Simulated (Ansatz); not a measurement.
An elastic tensor (GPa, Voigt order, standard axes) from plane-wave PAW r²SCAN (Ansatz code):

```
 191  41.3  41.3   0.0   0.0   0.0
41.3   191  41.3   0.0   0.0   0.0
41.3  41.3   191   0.0   0.0   0.0
 0.0   0.0   0.0  72.9   0.0   0.0
 0.0   0.0   0.0   0.0  72.9   0.0
 0.0   0.0   0.0   0.0   0.0  72.9
```

**Question.** Pick the material that matches.
A. C, Ia-3 (C on 16c)
B. SiC, Pm-3n (Si on 6c, C on 6d)
C. SiMo3, A15 (Cr3Si type)
D. Si, Ia-3 (Si on 16c)

**Answer.** D, Si, Ia-3 (Si on 16c)

The workflow started from an entry of the Crystallography Open Database (COD), which files this formula under 3 space groups. It is not the phase usual at ambient conditions (space group No. 227). Symmetry was held in the r²SCAN relaxation; its stability against distortions is not shown here. As this level gives no gap, shear constants depend on the k-mesh and smearing (Fermi–Dirac, 0.1 eV here).

Potentials: the later of the program's two PAW sets.
